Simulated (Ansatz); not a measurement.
Zr (hcp, Mg type)

```
Zr
1.0
    3.24602     0.00000     0.00000
   -1.62301     2.81113     0.00000
    0.00000     0.00000     5.15071
Zr
2
Direct
  0.33333   0.66667   0.75000
  0.66667   0.33333   0.25000
```

A phonon eigenvector at Γ is frozen into this cell: atom i moves by Q times the vector below, so Q is the largest atomic displacement, in Å. The cell is held.

```csv
atom,x,y,z
Zr1,0.000,0.000,-1.000
Zr2,0.000,0.000,1.000
```

Calculation: r2SCAN (plane waves to 500 eV, PAW, scalar-relativistic; Ansatz, a program for electronic structure). k mesh 16×16×9 (Γ-centred), Fermi-Dirac smearing 0.05 eV. Energies are smeared free energies. With partly filled bands, energies and forces of such displacements shift with the k mesh and the smearing. Zr is run without spin polarisation. Zr was relaxed with its symmetry unable to fall. The zero of ΔE is the undisplaced structure. The last digit holds for this mesh only.

| Q (Å) | ΔE (meV/cell) |
|---|---|
| -0.1000 | withheld |
| -0.0833 | 60.2 |
| -0.0667 | 37.2 |
| -0.0500 | 20.2 |
| -0.0333 | 8.6 |
| -0.0167 | 2.1 |
| 0.0000 | 0.0 |
| 0.0167 | 2.1 |
| 0.0333 | 8.6 |
| 0.0500 | 20.2 |
| 0.0667 | 37.2 |
| 0.0833 | 60.2 |
| 0.1000 | withheld |

Question: Fit an even polynomial form (powers 2, 4) to the given rows and predict ΔE at Q = 0.1000.

Answer: Least squares on the 11 given rows: ΔE = (7736)·Q² + (136100)·Q⁴, in meV/cell with Q in Å; root-mean-square residual 0.08 meV/cell. At 0.1000 the fit gives 91.0 meV/cell; the calculation gives 90.0 meV/cell, so the extrapolation is off by 1.0 (+1.1 %). The quadratic term alone would give 77.4 meV/cell.

(A displaced cell: forces are minus the slopes of the energy, force constants its curvatures, and phonons follow from these.)
